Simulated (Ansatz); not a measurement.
## A strain series on Mg2C (antifluorite): epitaxial in the xy plane

Mg2C in the antifluorite structure, relaxed with r2SCAN in Ansatz, then strained (epitaxial in the xy plane; changes of length per length, axes as in the cell below) with the atoms relaxed again within the symmetry that is left. It is cubic, Fm-3m (No. 225); a = 5.422 Å in the conventional setting, 13.28 Å³ an atom. C has 8 Mg at 2.35 Å; Mg has 4 C at 2.35 Å. No spin polarisation. The prototype was imposed, so other structures may be more stable.

```
CELL_PARAMETERS angstrom
0.00000 2.71094 2.71094
2.71094 0.00000 2.71094
2.71094 2.71094 0.00000
ATOMIC_POSITIONS crystal
C 0.00000 0.00000 0.00000
Mg 0.25000 0.25000 0.25000
Mg 0.75000 0.75000 0.75000
```

Gaps are the least over each mesh (PBE 8×8×8, r2SCAN 8×8×8, HSE06 6×6×6 when unstrained) and the special points, which keep their unstrained names; stress is the change from the unstrained cell, compression positive.

```
strain (%)  free normal strain (%)  gap, PBE (eV)  gap, r2SCAN (eV)  gap, HSE06 (eV)    edges, HSE06  in-plane stress, r2SCAN (GPa)  energy rise, r2SCAN (meV/atom)
     -1.79                    0.00          0.695             1.067            1.361  Γ–K (0.20) → X                          +5.76                             8.3
     -0.55                    0.00          0.730             1.100            1.386  Γ–K (0.16) → X                          +1.68                             0.8
       0.0                    0.00          0.744             1.114            1.396  Γ–K (0.10) → X                           0.00                             0.0
     +0.98                   +0.03          0.696             1.061            1.338           Γ → X                          -2.79                             2.3
     +5.97                   +0.33          0.484             0.820            1.074           Γ → X                         -13.68                            76.8
```

Between zero and the nearest strains the slope of the HSE06 gap against strain is +0.018 eV per percent for negative and -0.059 for positive strain; it falls either way, as happens when edge states split or other valleys take over.

Where an edge lies off the special points, it is a point of the mesh or the k point where a search put PBE's edge or least direct gap, reused for the other functionals, whose own edges may lie a little apart.

The meshes of the hybrids are coarse, so their gaps aren't converged to the digits shown.
